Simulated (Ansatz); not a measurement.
Relaxation of a generated cell, Y placed in the AFLOW prototype A_oC8_64_f (A11, as in Ga); 4 atoms in the cell, which starts as Cmce (No. 64), oS8; a = 5.3856 Å, b = 9.1220 Å, c = 5.3867 Å, α = β = γ = 90.00°. Calculation: r2SCAN (plane waves to 500 eV, PAW, scalar-relativistic; Ansatz, an electronic-structure program). Γ-centred k-mesh 7×7×6 on the run's cell (coarser than for final values), Fermi–Dirac smearing 0.05 eV. This is the first round of the run. 

The optimiser's lines from the output (shortened; P is positive under compression):

```
relax step   1: F+E_penalty+E_count = -15434.78788362 eV  Δ(F+E_penalty+E_count) = +0.000e0 eV  max|allowed force component| = 4.615e-1 eV/Å  Δτ_max = 0.0000 Å  P = +4.884 GPa  Ω = 132.317 Å³  (8 SCF iters, dr2 threshold 1.00e-7 eV, accepted)
relax step   2: F+E_penalty+E_count = -15435.21231492 eV  Δ(F+E_penalty+E_count) = -4.244e-1 eV  max|allowed force component| = 2.912e-1 eV/Å  Δτ_max = 0.0638 Å  P = +1.568 GPa  Ω = 142.078 Å³  (7 SCF iters, dr2 threshold 4.00e-7 eV, accepted)
relax step   3: F+E_penalty+E_count = -15435.62842238 eV  Δ(F+E_penalty+E_count) = -4.161e-1 eV  max|allowed force component| = 3.796e-1 eV/Å  Δτ_max = 0.0796 Å  P = +0.098 GPa  Ω = 146.190 Å³  (7 SCF iters, dr2 threshold 4.00e-7 eV, accepted)
relax step   4: F+E_penalty+E_count = -15436.13267678 eV  Δ(F+E_penalty+E_count) = -5.043e-1 eV  max|allowed force component| = 5.627e-1 eV/Å  Δτ_max = 0.0992 Å  P = -0.925 GPa  Ω = 147.854 Å³  (7 SCF iters, dr2 threshold 4.00e-7 eV, accepted)
relax step   5: F+E_penalty+E_count = -15436.84837298 eV  Δ(F+E_penalty+E_count) = -7.157e-1 eV  max|allowed force component| = 5.204e-1 eV/Å  Δτ_max = 0.1201 Å  P = -0.446 GPa  Ω = 143.782 Å³  (9 SCF iters, dr2 threshold 4.00e-7 eV, accepted)
relax step   6: F+E_penalty+E_count = -15437.36018505 eV  Δ(F+E_penalty+E_count) = -5.118e-1 eV  max|allowed force component| = 5.249e-2 eV/Å  Δτ_max = 0.1122 Å  P = +0.530 GPa  Ω = 139.433 Å³  (8 SCF iters, dr2 threshold 4.00e-7 eV, accepted)
relax step   7: F+E_penalty+E_count = -15437.58083599 eV  Δ(F+E_penalty+E_count) = -2.207e-1 eV  max|allowed force component| = 1.003e-1 eV/Å  Δτ_max = 0.0197 Å  P = +0.253 GPa  Ω = 138.060 Å³  (7 SCF iters, dr2 threshold 4.00e-7 eV, accepted)
relax step   8: F+E_penalty+E_count = -15437.79823389 eV  Δ(F+E_penalty+E_count) = -2.174e-1 eV  max|allowed force component| = 5.914e-2 eV/Å  Δτ_max = 0.0033 Å  P = +0.638 GPa  Ω = 136.006 Å³  (8 SCF iters, dr2 threshold 4.00e-7 eV, accepted)
relax step   9: F+E_penalty+E_count = -15437.99971432 eV  Δ(F+E_penalty+E_count) = -2.015e-1 eV  max|allowed force component| = 9.246e-2 eV/Å  Δτ_max = 0.0089 Å  P = +0.710 GPa  Ω = 133.692 Å³  (7 SCF iters, dr2 threshold 4.00e-7 eV, accepted)
relax step  10: F+E_penalty+E_count = -15438.04455563 eV  Δ(F+E_penalty+E_count) = -4.484e-2 eV  max|allowed force component| = 5.899e-2 eV/Å  Δτ_max = 0.0230 Å  P = +0.444 GPa  Ω = 133.281 Å³  (8 SCF iters, dr2 threshold 4.00e-7 eV, accepted)
relax step  11: F+E_penalty+E_count = -15438.06696573 eV  Δ(F+E_penalty+E_count) = -2.241e-2 eV  max|allowed force component| = 1.884e-2 eV/Å  Δτ_max = 0.0090 Å  P = +0.159 GPa  Ω = 134.332 Å³  (6 SCF iters, dr2 threshold 4.00e-7 eV, accepted)
relax step  12: F+E_penalty+E_count = -15438.06723215 eV  Δ(F+E_penalty+E_count) = -2.664e-4 eV  max|allowed force component| = 3.865e-3 eV/Å  Δτ_max = 0.0014 Å  P = +0.019 GPa  Ω = 134.804 Å³  (5 SCF iters, dr2 threshold 1.08e-7 eV, accepted)
relax step  13: F+E_penalty+E_count = -15438.06722703 eV  Δ(F+E_penalty+E_count) = +5.120e-6 eV  max|allowed force component| = 1.023e-3 eV/Å  Δτ_max = 0.0007 Å  P = -0.007 GPa  Ω = 134.882 Å³  (6 SCF iters, dr2 threshold 1.63e-9 eV, accepted)
relax step  14: F+E_penalty+E_count = -15438.08515389 eV  Δ(F+E_penalty+E_count) = -1.793e-2 eV  max|allowed force component| = 8.669e-4 eV/Å  Δτ_max = 0.0000 Å  P = +0.106 GPa  Ω = 134.882 Å³  stress off target by 3.32e-1 GPa  SCF on the basis re-selected at this cell (its energy is not comparable with the rows above)  (8 SCF iters)
relax step  15: F+E_penalty+E_count = -15438.08561602 eV  Δ(F+E_penalty+E_count) = -4.621e-4 eV  max|allowed force component| = 1.436e-3 eV/Å  Δτ_max = 0.0008 Å  P = +0.006 GPa  Ω = 135.289 Å³  (4 SCF iters, dr2 threshold 2.76e-7 eV, accepted)
relax step  16: F+E_penalty+E_count = -15438.08563284 eV  Δ(F+E_penalty+E_count) = -1.682e-5 eV  max|allowed force component| = 1.021e-5 eV/Å  Δτ_max = 0.0002 Å  P = +0.002 GPa  Ω = 135.305 Å³  (4 SCF iters, dr2 threshold 7.44e-9 eV, accepted)
relax step  17: F+E_penalty+E_count = -15438.08568946 eV  Δ(F+E_penalty+E_count) = -5.662e-5 eV  max|allowed force component| = 3.870e-5 eV/Å  Δτ_max = 0.0000 Å  P = +0.001 GPa  Ω = 135.305 Å³  stress off target by 1.98e-3 GPa  SCF on the basis re-selected at this cell (its energy is not comparable with the rows above)  (5 SCF iters)
```

From the first to the last row the energy changes by -0.82 eV/atom and the volume by +2.3 %. The last row is marked as not comparable with the walk above it, whose basis was carried along; it does compare with step 1, since both stand on a basis selected at the nominal cutoff for their own cell.

Later rounds, restarted from the end of this one on a renewed k-mesh, logged 4 more steps and released under 0.01 eV/atom more. The final structure after all rounds: Fmmm (No. 69), oF8; a = 3.759 Å, b = 5.777 Å, c = 12.466 Å, α = 90.00°, β = 90.00°, γ = 90.00°. Between re-selections the logged energies stand on a plane-wave basis carried along with the cell. No spin polarisation in the result.

The run could not lower the symmetry of its start; a shaken copy of this end point relaxes with r2SCAN to Fm-3m (No. 225), 0.14 eV/atom lower.

The relaxed structure here is a generated cell of Y: the first start was made by placing the elements on the sites of a structure type, and the end was not matched to a known phase here, so it may be hypothetical. Known forms of Y include space group No. 194.
